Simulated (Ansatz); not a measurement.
## SnGe$_{3}$O$_{4}$ (P1) at 2 levels of theory

One geometry, relaxed with PBE; plane waves with PAW potentials in Ansatz, scalar-relativistic. No spin polarisation. Gaps are the least over mesh and band path; pressure is positive in compression.

```
Sn Ge O
1.0
     5.07667    0.00000    0.00000
    -0.11955    5.66662    0.00000
    -2.46371   -1.95124    5.52121
Sn Ge O
1 3 4
Direct
  0.40755 0.41341 0.74525
  0.69009 0.08329 0.28061
  0.09082 0.58938 0.28179
  0.80822 0.90539 0.70846
  0.91119 0.84787 0.42895
  0.46419 0.66293 0.56207
  0.01164 0.34621 0.42032
  0.61629 0.15151 0.57254
```

```csv
level,cutoff (eV),k mesh,gap (eV),pressure (GPa)
PBE,420,6×6×6,1.33,0.0
```

Question: What comes out on the same cell with LDA?

Answer:
```csv
level,cutoff (eV),k mesh,gap (eV),pressure (GPa)
LDA,420,6×6×6,1.26,-5.4
```

The cell holds layers, chains or molecules and no dispersion correction was added, so their binding is poorly described.

The structure comes from a generated guess; another structure or a mixture of phases may lie lower.
